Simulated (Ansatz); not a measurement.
### Question
Name crystals whose computed values (DFT-LDA in the program Ansatz with PAW potentials) fall in these windows: B₀ by P(V) fit (GPa) 140 to 170; highest Γ mode, no LO–TO term (cm⁻¹) 410 to 520.

### Answer


```json
[
 {"crystal": "TiSi2, Fddd (Si on 16f, Ti on 8a)", "B₀ by P(V) fit (GPa)": "157", "highest Γ mode, no LO–TO term (cm⁻¹)": "445"},
 {"crystal": "YOF, R-3m (Y on 6c, O on 6c, F on 6c)", "B₀ by P(V) fit (GPa)": "158", "highest Γ mode, no LO–TO term (cm⁻¹)": "492"},
 {"crystal": "YSi2Pt2, I4/mmm (Y on 2a, Si on 4e, Pt on 4d)", "B₀ by P(V) fit (GPa)": "153", "highest Γ mode, no LO–TO term (cm⁻¹)": "470"},
 {"crystal": "BaTiO3, R3m (Ba on 3a, Ti on 3a, O on 9b)", "B₀ by P(V) fit (GPa)": "150", "highest Γ mode, no LO–TO term (cm⁻¹)": "511"},
 {"crystal": "HfSi, Pnma (Si on 4c, Hf on 4c)", "B₀ by P(V) fit (GPa)": "166", "highest Γ mode, no LO–TO term (cm⁻¹)": "416"}
]
```
Others may fit too.

Not the usual ambient phase: BaTiO3, R3m (Ba on 3a, Ti on 3a, O on 9b). Standing as an ambient phase not checked: YOF, R-3m (Y on 6c, O on 6c, F on 6c); YSi2Pt2, I4/mmm (Y on 2a, Si on 4e, Pt on 4d); HfSi, Pnma (Si on 4c, Hf on 4c). All cells were relaxed under the symmetry of their starts (and spin orders); stability against distortions was not tested throughout. Rows with no word on spin ran without spin polarisation. Scalar-relativistic: spin–orbit coupling is off unless named, which matters more the heavier the elements.

Potentials: the later of the program's two PAW sets.
